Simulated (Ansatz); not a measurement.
## W: moving W off its site

W, Pm-3n, a = 5.032 Å. This isn't the element's structure at ambient conditions. Ansatz: PBEsol, PAW, 420 eV, Γ-centred 8×8×8 mesh on 8 atoms, Gaussian smearing 0.15 eV; no spin polarisation.

```
CELL_PARAMETERS angstrom
5.03204 0.00000 0.00000
0.00000 5.03204 0.00000
0.00000 0.00000 5.03204
ATOMIC_POSITIONS crystal
W 0.00000 0.00000 0.00000
W 0.50000 0.50000 0.50000
W 0.00000 0.50000 0.25000
W 0.00000 0.50000 0.75000
W 0.25000 0.00000 0.50000
W 0.75000 0.00000 0.50000
W 0.50000 0.75000 0.00000
W 0.50000 0.25000 0.00000
```

Atom 1 (W) moves by x along the unit vector (0.000, 0.000, 1.000), with its periodic images; all else is held. y is the free energy of the cell over the start, F the force along the path summed over the moved atoms. Symmetry makes y even in x.

```
 x (Å) y (meV) F (eV/Å)
-0.600        ?         ?
-0.200    376.1      3.77
 0.000      0.0      0.00
 0.100     93.9     -1.88
 0.300    846.1     -5.61
 0.400   1491.7     -7.31
 0.500   2320.6     -9.37
```

**Question.** Fit y = c2 x² + c4 x⁴ to the energies of the other rows, give the force constant, and predict energy and force of the missing row.

**Answer.** Least squares on the rows shown. y = 9432.5 x² − 608.54 x⁴. The force constant is 2 c2 = 18.9 eV/Å² (for all images moving together, not for a lone atom). The force −dy/dx at the missing row is 10.79 eV/Å (computed 12.02). At x = -0.600 the fit asked for gives 3316.8 meV. The run gave 3383.8 meV, so the fit is 67.0 meV too low, 2 % of the span of the series, against an rms of 1.3 meV on the fitted rows. The row lies outside the fitted range. With a term in x⁶ added, a fit to the same known rows predicts 3336.2 meV, which recovers part of the miss; the known rows don't hold the rest.

Spin–orbit coupling is left out, which can shift energies with elements as heavy as these.

Cost: 7 runs of about 14 core-minutes in all, on Intel Xeon Processor @ 2.50GHz (Skylake/Cascade Lake) (shared hosts).